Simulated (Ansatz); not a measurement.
La$_{3}$InN:
```
CELL_PARAMETERS angstrom
      5.13907     0.00000     0.00000
      0.00000     5.13907     0.00000
      0.00000     0.00000     5.13907
ATOMIC_POSITIONS crystal
  La 0.50000 0.50000 0.00000
  La 0.00000 0.50000 0.50000
  La 0.50000 0.00000 0.50000
  N  0.50000 0.50000 0.50000
  In 0.00000 0.00000 0.00000
```

Relaxed with r²SCAN.

### Question
Give the Bader charges and basin volumes of the independent atoms, DFT-r²SCAN in the program Ansatz with PAW potentials.

### Answer


| atom | Bader charge (e) | Bader volume (Å³) |
|---|---|---|
| La1 | +1.27 | 25.3 |
| N4 | -1.87 | 15.3 |
| In5 | -1.94 | 44.6 |

Space group Pm-3m (anti-perovskite). The workflow started from an entry of the Crystallography Open Database (COD). Its standing as an ambient phase is unchecked. The cell was relaxed with r²SCAN under the symmetry of its start; whether a distortion lowers the energy is not shown. Scalar-relativistic: spin–orbit coupling is off unless named, which matters more the heavier the elements.

Potentials: the later of the program's two PAW sets.
